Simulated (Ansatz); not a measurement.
Here is the system:

KTlO₂:
```xyz
4
Lattice="1.7245 0.9957 6.1003 -1.7245 0.9957 6.1003 0.0000 -1.9913 6.1003" Properties=species:S:1:pos:R:3 pbc="T T T"
K      0.0000     0.0000     9.1505
Tl     0.0000     0.0000     0.0000
O      0.0000     0.0000    13.3957
O      0.0000     0.0000     4.9054
```

This is the r²SCAN-relaxed structure. x, y and z are the axes in which the lattice vectors are written.

Q: All from r²SCAN in the plane-wave PAW code Ansatz, unless another level is named. Give the Hill bulk and shear moduli.

A: 85.4 and 32.8 GPa.

Q: Predict the elastic constants (relaxed ions, GPa).

A: C11 = 140, C12 = 84.8, C13 = 48.3, C14 = -4.5, C33 = 133, C44 = 32.5.

Space group R-3m. The workflow started from a Materials Project entry (that database holds measured and hypothetical structures alike); the Crystallography Open Database copy checked does not list it. Its standing as an ambient phase is unchecked. Symmetry was held in the r²SCAN relaxation; its stability against distortions is not shown here. Scalar-relativistic: spin–orbit coupling is off unless named, which matters more the heavier the elements.

Potentials: the later of the program's two PAW sets.
